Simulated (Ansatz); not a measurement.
ScF3, DFT, LDA, all-electron PAW with datasets made for the crystal, scalar-relativistic (Ansatz 0.2.0), run on 1 thread of Arm Neoverse V1 on a shared host.

The geometry is COD entry 4127282, unchecked; take it as a test cell. The listed cell was then made from it by scaling, straining or moving an atom.

Command: `ansatz run input.yaml --threads 1 --pin off --max-ram 4096MiB --backend cpu --events-out ev --progress --plain --runs-dir out`

```yaml
crystal:
  lattice:
    - [4.01245, -0.02006225, -0.02006225]
    - [-0.02006225, 4.01245, -0.02006225]
    - [-0.02006225, -0.02006225, 4.01245]
  atoms:
    - { symbol: Sc, position: [0.0, 0.0, 0.0] }
    - { symbol: F, position: [0.5, 0.0, 0.0] }
    - { symbol: F, position: [0.0, 0.5, 0.0] }
    - { symbol: F, position: [0.0, 0.0, 0.5] }
kpoints:
  mp_grid: { grid: [6, 6, 6] }
scf:
  occupations: { method: fermi_dirac, width: 0.02 }
hamiltonian:
  xc: lda
  pseudopotentials: { kind: all_electron, datasets: crystal }
output:
  forces: true
  stress: true
  eigenvalues: true
  efg: { contact_densities: true }
```

Q: How large is the problem that the program sets up?

A: 32 irreducible k-points, 1195 plane waves at Γ, 20 bands.

Q: Estimate the wall time and the peak memory.

A: 14 s of wall time for 9 SCF iterations, with a peak of 0.52 GiB. Times on shared machines scatter by tens of per cent.

Q: And the same cell and mesh by frozen-core PAW, asked for forces, stress, eigenvalues, efg, on the same hardware?

A: 3.9 s, peak memory 0.35 GiB.
